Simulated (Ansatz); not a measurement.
# Is this Ir₂Ru structure stable?

The structure comes from a generated guess, relaxed at this level; another structure or a mixture of phases may lie lower.

These are results of DFT PBE, scalar-relativistic, plane waves, PAW in Ansatz, not measurements. The final run on the 6-atom cell used 420 eV, a Γ-centred 18×18×4 mesh, 0.10 eV smearing and no spin polarisation.

```
Ru Ir
1.0
     2.74101    0.00000    0.00000
    -1.37050    2.37378    0.00000
     0.00000    0.00000   13.17290
Ru Ir
2 4
Cartesian
  1.3705 0.7913 12.1257
  0.0000 1.5825 1.0472
  1.3705 0.7913 3.2210
  1.3705 0.7913 7.7017
  0.0000 1.5825 9.9519
  0.0000 1.5825 5.4712
```

Formation energies are uncorrected and refer to the elements' standard structures at the same level.

Question: These tests were run: energy against the elements; random kick, then relaxation without symmetry; phonons on a 3×3×1 q mesh. What do they show?

Answer:

| test | result |
| --- | --- |
| energy against the elements | +0.01 eV/atom |
| random kick, then relaxation without symmetry | returns |
| phonons on a 3×3×1 q mesh | no imaginary mode on the mesh |

It fails none of these tests outright. Whether a mixture of other phases lies lower isn't tested here. Undecided within the accuracy: energy against the elements.

For metals, differences of a few meV/atom aren't resolved. Spin–orbit coupling, which can matter for Ir, is left out. The kick test ran on a coarse mesh. The run for the phonons used an 18×18×4 k mesh and Fermi–Dirac smearing of 0.15 eV.
